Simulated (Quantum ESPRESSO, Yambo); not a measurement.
## Quasiparticle gap of MoTe2

MoTe2 is taken in the hexagonal space group P6₃/mmc (No. 194), Pearson symbol hP6. Lattice parameters: a = 3.496 Å, b = 3.496 Å, c = 13.690 Å, α = 90.00°, β = 90.00°, γ = 120.00°. Mo on 2c is surrounded by 6 Te at 2.716 Å and 6 Mo at 3.496 Å. Te on 4f has 3 Mo at 2.716 Å (trigonal pyramidal). (Neighbours: up to the widest gap in distance over summed covalent radii, below 1.35, at either atom.)

Cell and atoms were relaxed with PBE+D3(BJ) from Materials Project entry mp-602, within its symmetry.

Starting point: PBE (stringent potentials; pw.x of Quantum ESPRESSO, ONCV potentials, without SOC). G0W0 in Yambo: 3×3×1 Γ-centred k mesh, bands 19 to 475 and a 12 Ry block in the screening, 475 bands in G with the Bruneval-Gonze terminator, plasmon pole fitted at 27.2 eV.

```yaml
PBE gap along the band path: 0.60 eV
PBE gap between the mesh's edge points (Γ → K): 0.95 eV
G0W0 gap between the same points: 1.17 eV
PBE smallest direct gap on the mesh (at K): 1.03 eV
G0W0 direct gap at that point: 1.22 eV
estimate of the fundamental G0W0 gap (path gap plus the correction; the mesh misses a band edge): 0.82 eV
```

```json
[
 {"k point": "Γ", "band": "VB", "E PBE (eV)": "0.00", "E QP (eV)": "-0.11", "shift (eV)": "-0.11", "Z": "0.78"},
 {"k point": "Γ", "band": "CB", "E PBE (eV)": "2.87", "E QP (eV)": "2.97", "shift (eV)": "0.10", "Z": "0.79"},
 {"k point": "K", "band": "VB", "E PBE (eV)": "-0.08", "E QP (eV)": "-0.15", "shift (eV)": "-0.07", "Z": "0.77"},
 {"k point": "K", "band": "CB", "E PBE (eV)": "0.95", "E QP (eV)": "1.07", "shift (eV)": "0.12", "Z": "0.79"}
]
```

Energies count from the PBE valence-band maximum.

Nearest settings tried, and what they do to the gap: 268 bands in G: +1 meV; 268 bands in W, 268 bands in G: -17 meV; 7 Ry block (315 vectors against 713): -44 meV. Not varied: mesh. So the settings aren't converged at that level. The k mesh is coarse.

Spin-orbit coupling is left out, which matters for elements this heavy: edges can move by tenths of an eV.
